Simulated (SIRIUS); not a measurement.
Set-up for a self-consistent single point of YSi (Cmcm, 8 atoms in the cell; from Materials Project mp-9972, changed as shown).

```
CELL_PARAMETERS angstrom
      4.20087     0.00000     0.00000
      0.00000    10.35620     0.00000
      0.00000     0.00000     3.75698
ATOMIC_POSITIONS crystal
  Y  0.50000 0.35937 0.75000
  Y  0.00000 0.14063 0.25000
  Y  0.00000 0.85937 0.75000
  Y  0.50000 0.64063 0.25000
  Si 0.50000 0.07552 0.75000
  Si 0.00000 0.42448 0.25000
  Si 0.00000 0.57552 0.75000
  Si 0.50000 0.92448 0.25000
```

Level of theory: LDA (PW92), GBRV LDA ultrasoft pseudopotentials (plane waves; SIRIUS).

SIRIUS settings:

```
key                                                                   value
--------------------------------------  -----------------------------------
parameters.ngridk                                                     6 2 6
parameters.xc_functionals                           [XC_LDA_X, XC_LDA_C_PW]
parameters.gk_cutoff                                           6.325 1/bohr
parameters.pw_cutoff                                          14.143 1/bohr
parameters.smearing                                             fermi_dirac
parameters.smearing_width                                     0.00367493 Ha
potentials                              GBRV LDA ultrasoft pseudopotentials
parameters.electronic_structure_method                      pseudopotential
parameters.num_bands                                                     36
parameters.num_mag_dims                                                   0
parameters.num_dft_iter                                                 100
parameters.energy_tol                                              1e-07 Ha
parameters.density_tol                                                1e-06
mixer.type                                                         anderson
mixer.beta                                                              0.3
mixer.use_hartree                                                     false
```

Results:

| Item | Result |
|---|---|
| Number of valence electrons | 60 |
| Number of bands | 36 |
| Number of k-points after the program's reduction | 32 |
| Number of plane waves (most at a k-point) | 4744 |
| Number of SCF iterations | 33 |
| FFT grid | 40 × 96 × 36 |
| Free energy E − TS | -5583.5480 eV |
| Fermi level (on the code's own zero) | 11.08 eV |
| Pressure | 0.70 GPa |
| Largest force (vector length) | 0.057 eV/Å |

Forces (eV/Å):
```
atom     Fx      Fy     Fz
----  -----  ------  -----
Y1    0.000   0.009  0.000
Y2    0.000  -0.009  0.000
Y3    0.000   0.009  0.000
Y4    0.000  -0.009  0.000
Si5   0.000   0.057  0.000
Si6   0.000  -0.057  0.000
Si7   0.000   0.057  0.000
Si8   0.000  -0.057  0.000
```

Stress (GPa, positive for compression):
```
0.11  0.00  0.00
0.00  0.42  0.00
0.00  0.00  1.57
```

For comparison: a first run was changed to give this one (lattice scaled by 0.98), and from it to this one the free energy falls by 17.2 meV/atom, the pressure goes from -4.89 to 0.70 GPa and the largest force goes from 0.099 to 0.057 eV/Å.

The structure comes from a collection of computed structures, made at another level of theory; the collection holds predicted forms beside known ones. No clean gap shows at this smearing width and mesh (spacing up to 0.30 Å⁻¹); the mesh is coarse for partly filled bands, so the values carry mesh errors.

Cost on one core: around 3 core-minutes (rough).
